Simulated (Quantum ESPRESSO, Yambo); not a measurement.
Quasiparticle gap of PtS₂ bilayer

```
CELL_PARAMETERS angstrom
      3.55942     0.00000     0.00000
     -1.77971     3.08255     0.00000
      0.00000     0.00000    25.10000
ATOMIC_POSITIONS crystal
  S  0.66667 0.33333 0.85607
  S  0.33333 0.66667 0.95363
  S  0.66667 0.33333 0.04637
  S  0.33333 0.66667 0.14393
  Pt 0.00000 0.00000 0.90548
  Pt 0.00000 0.00000 0.09452
```

Two neighbouring layers were cut from Materials Project entry mp-762 and relaxed with PBE+D3(BJ) in a cell 25.1 Å high, with the Coulomb interaction truncated along z.

Starting point: PBE (Quantum ESPRESSO, PseudoDojo norm-conserving, 84 Ry, without SOC). G0W0 in Yambo: 6×6×1 Γ-centred k mesh, bands 9 to 191 and a 6 Ry block in the screening, 191 bands in G with the Bruneval-Gonze terminator, plasmon pole fitted at 27.2 eV, slab-truncated Coulomb interaction, stochastic integration of W near q = 0.

```yaml
PBE gap along the band path: 0.78 eV
PBE gap between the mesh's edge points ((0, 0.167) → K): 1.14 eV
G0W0 gap between the same points: 1.89 eV
PBE smallest direct gap on the mesh (at (0, 0.167)): 1.47 eV
G0W0 direct gap at that point: 2.14 eV
estimate of the fundamental G0W0 gap (path gap plus the correction; the mesh misses a band edge): 1.53 eV
```

```json
[
 {"k point": "Γ", "band": "VB", "E PBE (eV)": "-0.09", "E QP (eV)": "-0.26", "shift (eV)": "-0.18", "Z": "0.73"},
 {"k point": "Γ", "band": "CB", "E PBE (eV)": "2.24", "E QP (eV)": "2.85", "shift (eV)": "0.61", "Z": "0.73"},
 {"k point": "(0, 0.167)", "band": "VB", "E PBE (eV)": "0.00", "E QP (eV)": "-0.11", "shift (eV)": "-0.11", "Z": "0.73"},
 {"k point": "(0, 0.167)", "band": "CB", "E PBE (eV)": "1.47", "E QP (eV)": "2.03", "shift (eV)": "0.56", "Z": "0.73"},
 {"k point": "M", "band": "VB", "E PBE (eV)": "-1.44", "E QP (eV)": "-1.71", "shift (eV)": "-0.27", "Z": "0.72"},
 {"k point": "M", "band": "CB", "E PBE (eV)": "1.85", "E QP (eV)": "2.51", "shift (eV)": "0.66", "Z": "0.73"},
 {"k point": "K", "band": "VB", "E PBE (eV)": "-1.29", "E QP (eV)": "-1.39", "shift (eV)": "-0.10", "Z": "0.72"},
 {"k point": "K", "band": "CB", "E PBE (eV)": "1.14", "E QP (eV)": "1.77", "shift (eV)": "0.64", "Z": "0.73"}
]
```

Energies count from the PBE valence-band maximum.

Convergence of the G0W0 settings was not tested.

Spin-orbit coupling is left out, which matters for elements this heavy: edges can move by tenths of an eV.
